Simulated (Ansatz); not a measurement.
Here is the system:

ZnSe:
```cif
data_SeZn
_chemical_formula_sum 'Zn1 Se1'
_space_group_name_H-M_alt 'P 1'
_space_group_IT_number 1
_cell_length_a 4.00646
_cell_length_b 4.00646
_cell_length_c 4.00646
_cell_angle_alpha 60.000
_cell_angle_beta 60.000
_cell_angle_gamma 60.000
loop_
_space_group_symop_operation_xyz
  'x, y, z'
loop_
_atom_site_label
_atom_site_type_symbol
_atom_site_fract_x
_atom_site_fract_y
_atom_site_fract_z
_atom_site_occupancy
Zn1 Zn 0.00000 0.00000 0.00000 1
Se1 Se 0.25000 0.25000 0.25000 1
```

This is the r²SCAN-relaxed structure.

Q: All from DFT-r²SCAN in the program Ansatz with PAW potentials, unless another level is named. Give the highest zone-centre frequency (without LO–TO term).

A: 204 cm⁻¹.

Q: And the Hill bulk and shear moduli?

A: 65.2 and 30.0 GPa.

Space group F-43m (zinc blende). The cell was relaxed with r²SCAN under the symmetry of its start; phonons on a q-mesh show no instability.

Potentials: the earlier of the program's two PAW sets.
